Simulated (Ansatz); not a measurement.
Y (hcp, Mg type)

```
Y
1.0
    3.68262     0.00000     0.00000
   -1.84131     3.18925     0.00000
    0.00000     0.00000     5.69845
Y
2
Direct
  0.33333   0.66667   0.75000
  0.66667   0.33333   0.25000
```

The slice is a (0001) plane (indices of the conventional cell) through the point (0.333, 0.667, 0.750) (fractional), spanned by u = [110] and v = [1 -1 0] in vectors of this cell: u (3.68 Å) and v (6.38 Å, at 90° to u). It covers one period; positions are fractions (u, v).

Computed with r2SCAN (plane waves to 500 eV, PAW, scalar-relativistic; Ansatz, an electronic-structure program). k mesh 15×15×8. These are valence fields of a PAW run, semicore shells included where kept as valence: close to a nucleus they are smooth pseudo fields. The PAW data are Ansatz's earlier set. Y is run without spin polarisation. Y was relaxed with its symmetry unable to fall.

Q: What is the valence density on the shortest Y–Y line in this plane (3.68 Å), at its midpoint?

A: 0.09 e/Å³.

Q: What is the ELF at the midpoint of the shortest Y–Y line in this plane (3.68 Å)?

A: 0.27.

Q: Predict the map of the electron localisation function (ELF) on the slice.

A: 
```
|xxxxxx@@%%==    ::--::    ==%%@@xxxx|
|xxxx@@@@##::  ..--++--..  ::##@@@@xx|
|@@@@@@%%==..  ::++**++::  ..==%%@@@@|
|@@@@%%++..  ..==######==..  ..++%%@@|
|++++--..    ::**%%%%%%**::    ..--++|
|          ..==**%%%%%%**==..        |
|        ..--==++******++==--..      |
|    ....::::--------------::::....  |
|::::::::......          ......::::::|
|----::..          ..          ..::--|
|----..      ..--==++==--..      ..--|
|--::..    ..++##%%@@%%##++..    ..::|
|::..    ..++%%@@@@@@@@@@%%++..    ..|
|::..    ::##@@@@xxxxxx@@@@##::    ..|
|::..    ==%%@@xxxxxxxxxx@@%%==    ..|
|::..    ==@@@@xxxxxxxxxx@@@@==    ..|
|--::    ==%%@@xxxxxxxxxx@@%%==    ::|
|++--..  ::##@@@@xxxxxx@@@@##::  ..--|
|**++::  ..==%%@@@@@@@@@@%%==..  ::++|
|####==..  ..++%%@@@@@@%%++..  ..==##|
|%%%%**::    ..--++++++--..    ::**%%|
|%%%%**==..                  ..==**%%|
|****++==--..              ..--==++**|
|--------::::....      ....::::------|
|      ......::::::::::::::......    |
|..          ..::------::..          |
|++==--..      ..------..      ..--==|
|@@%%##++..    ..::--::..    ..++##%%|
|@@@@@@%%++..    ..::..    ..++%%@@@@|
|xxxx@@@@##::    ..::..    ::##@@@@xx|
|xxxxxx@@%%==    ..::..    ==%%@@xxxx|
|xxxxxx@@@@==    ..::..    ==@@@@xxxx|
```
Scale: ten equal steps from 0.07 (start of ' ') to 0.87 (end of '@'), in the order ' .:-=+*#%@'. Values: electron localisation function (ELF). The map has 18 points along u (two characters each, u = 0 at the left) and 32 along v (v = 0 in the bottom row). Points within 0.5 Å of a nucleus are blanked (x), as the pseudised field means little there.
